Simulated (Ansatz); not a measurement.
# YAl5N6 (P31m) at 2 levels of theory

One geometry, relaxed with PBE; plane waves with PAW potentials in Ansatz, scalar-relativistic. No spin polarisation. Gaps are the least over mesh and band path; pressure is positive in compression.

Space group P31m (No. 157). a = 5.635 Å, b = 5.635 Å, c = 5.099 Å, α = 90.00°, β = 90.00°, γ = 120.00°
| atom | site | symmetry | x | y | z |
| --- | --- | --- | --- | --- | --- |
| Y | 1a | 3.m | 0.0000 | 0.0000 | 0.9751 |
| Al | 2b | 3.. | 0.6667 | 0.3333 | 0.9966 |
| Al | 3c | ..m | 0.0000 | 0.3497 | 0.5020 |
| N | 2b | 3.. | 0.6667 | 0.3333 | 0.3738 |
| N | 1a | 3.m | 0.0000 | 0.0000 | 0.4425 |
| N | 3c | ..m | 0.0000 | 0.3852 | 0.8719 |

```json
{"level": "PBE", "cutoff (eV)": "420", "k mesh": "6×6×6", "gap (eV)": "3.31", "pressure (GPa)": "0.0"}
```

Q: What comes out on the same cell with PBEsol?

A:
```
 level  cutoff (eV)  k mesh  gap (eV)  pressure (GPa)
PBEsol          420   6×6×6      3.23            -3.5
```

It was reached by relaxing an invented guess, and it needn't be the stable form of this composition.
